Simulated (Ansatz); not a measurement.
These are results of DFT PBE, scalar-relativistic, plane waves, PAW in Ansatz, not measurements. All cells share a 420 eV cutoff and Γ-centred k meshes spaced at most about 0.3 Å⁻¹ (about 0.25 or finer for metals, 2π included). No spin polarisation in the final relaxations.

All energies are static (0 K, no zero-point motion). All come from trial cells, and lower structures may exist.

Question: Order these relaxed structures of MgSn4N by energy, lowest first, with the energy over the lowest of them.
A. Space group P6/mmm (No. 191), hexagonal, a = 5.256 Å, c = 5.866 Å. Mg has 2 N at 2.93 Å and 6 Sn at 3.03 Å; around Sn on its first site lie 5 Sn at 2.93–3.03 Å and 3 Mg at 3.03 Å; around Sn on its second site lie 5 Sn at 2.93–3.03 Å and 3 N at 3.03 Å; N is surrounded by 2 Mg at 2.93 Å and 6 Sn at 3.03 Å.
B. Space group P-43m (No. 215), cubic, a = 5.566 Å. Mg is surrounded by 4 Sn at 2.68 Å; Sn is surrounded by 1 N at 2.14 Å and 1 Mg at 2.68 Å; N has 4 Sn at 2.14 Å.
C. Space group P4/mmm (No. 123), tetragonal, a = 4.578 Å, c = 6.946 Å. Mg is surrounded by 8 Sn at 3.05 Å; Sn is surrounded by 2 N at 2.71 Å, 1 Sn at 2.91 Å, 2 Mg at 3.05 Å and 4 Sn at 3.24 Å; N has 8 Sn at 2.71 Å.
D. Space group P6/mmm (No. 191), hexagonal, a = 5.205 Å, c = 5.943 Å. Mg has 2 N at 2.97 Å and 12 Sn at 3.38 Å; Sn is surrounded by 5 Sn at 2.87–3.08 Å, 3 N at 3.33 Å and 3 Mg at 3.38 Å; around N lie 2 Mg at 2.97 Å and 12 Sn at 3.33 Å (long against covalent radii, as for large ions).

Answer: C (0 meV/atom), B (51 meV/atom), A (119 meV/atom), D (251 meV/atom). Forms: C P4/mmm; B P-43m; A P6/mmm; D P6/mmm. Even the lowest lies +0.50 eV/atom against the elements.

A magnetic state wasn't ruled out in cells without spin, among them P6/mmm at 23.2 Å³/atom. Cells relaxed within their symmetry can be saddle points. Some structure types and database cells were kept out of the candidates from the start, so a known form may be missing.
